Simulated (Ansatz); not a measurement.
Relaxed Pd (fcc, Cu type):

```yaml
crystal:
  lattice:
    - [0.00000, 3.94259, 3.94259]
    - [1.97130, 0.00000, 1.97130]
    - [1.97130, 1.97130, 0.00000]
  atoms:
    - { symbol: Pd, position: [0.00000, 0.00000, 0.00000] }
    - { symbol: Pd, position: [0.50000, 0.00000, 0.00000] }
```

The atoms are displaced by Q × the pattern below (from a DFPT mode at L = (0.5, 0.0, 0.0), largest move 1; Q in Å), at fixed cell. It is one choice among 2 degenerate patterns. (q is in reciprocal vectors of the primitive cell; the cell shown is doubled to hold the pattern.)

```
atom       x       y       z
----  ------  ------  ------
Pd1    0.285  -0.520   0.805
Pd2   -0.285   0.520  -0.805
```

Method: PBE (plane waves to 420 eV, PAW, scalar-relativistic; Ansatz, a quantum-chemistry and plane-wave program). k mesh 10×20×20 (Γ-centred), Fermi-Dirac smearing 0.05 eV. Energies are smeared free energies. With partly filled bands, energies and forces of such displacements shift with the k mesh and the smearing. Pd is run without spin polarisation. Pd was relaxed with its symmetry unable to fall. The PAW data are Ansatz's earlier set. The zero of ΔE is the undisplaced structure. The last digit holds for this mesh only.

| Q (Å) | ΔE (meV/cell) |
|---|---|
| -0.2800 | withheld |
| -0.2333 | 173.6 |
| -0.1867 | 121.0 |
| -0.1400 | 74.2 |
| -0.0933 | 35.7 |
| -0.0467 | 9.4 |
| 0.0000 | 0.0 |
| 0.0467 | 9.4 |
| 0.0933 | 35.7 |
| 0.1400 | 74.2 |
| 0.1867 | 121.0 |
| 0.2333 | 173.6 |
| 0.2800 | withheld |

### Question
Fit an even polynomial form (powers 2, 4, 6) to the given rows and predict ΔE at Q = -0.2800.

### Answer
Least squares on the 11 given rows: ΔE = (4350)·Q² + (-32310)·Q⁴ + (201900)·Q⁶, in meV/cell with Q in Å; root-mean-square residual 0.11 meV/cell. At -0.2800 the fit gives 239.7 meV/cell; the calculation gives 230.1 meV/cell, so the extrapolation is off by 9.6 (+4.2 %). The quadratic term alone would give 341.0 meV/cell.

(A displaced cell: forces are minus the slopes of the energy, force constants its curvatures, and phonons follow from these.)
